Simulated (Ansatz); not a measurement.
**Compressing Ta₂N: a fit and a missing row**

Ta₂N, P-3m1, a = 3.079 Å, c = 4.823 Å. The structure is a Materials Project entry; whether it is the stable form wasn't checked. Ansatz: PBEsol, PAW, 420 eV, Γ-centred 18×18×10 mesh on 3 atoms, Gaussian smearing 0.10 eV; no spin polarisation. Shape and atoms are relaxed at each volume; pressure is positive in compression.

```tsv
V (Å³/atom)	P (GPa)
12.405	?
12.801	9.30
13.197	-0.01
13.592	-7.85
13.988	-14.50
```

Problem. Take V0 = 13.197 Å³/atom, count pressures from its P0 = -0.01 GPa, fit the third-order Birch–Murnaghan form to the other rows, and predict the missing pressure.

Solution. With the Eulerian strain f = ½[(V0/V)^(2/3) − 1] and y = (P − P0)/[3f(1 + 2f)^(5/2)], the form is the line y = B0 + 1.5 B0 (B0′ − 4) f. Rows (f, y): 0.01026, 287.5; -0.00973, 282.1; -0.01903, 279.7. Means f = -0.006167, y = 283.10; Σ(Δf)² = 0.0004480, ΣΔfΔy = 0.1196; the slope is their ratio. y = 284.7 + 266.9 f GPa, so B0 = 284.7 GPa and B0′ = 4 + 2 × (266.9)/(3 × 284.7) = 4.62. At V = 12.405, f = 0.02106, y = 290.32 and P = 20.33 GPa. The run gave 20.32 GPa, so the fit is 0.01 GPa too high, a small miss on the scale of the series. The form still works here, 33 % of the fitted range beyond its end.

The cell has an odd number of electrons and ran without spin polarisation, so a magnetic or disproportionated state may lie lower. Spin–orbit coupling is left out, which can shift energies with elements as heavy as these.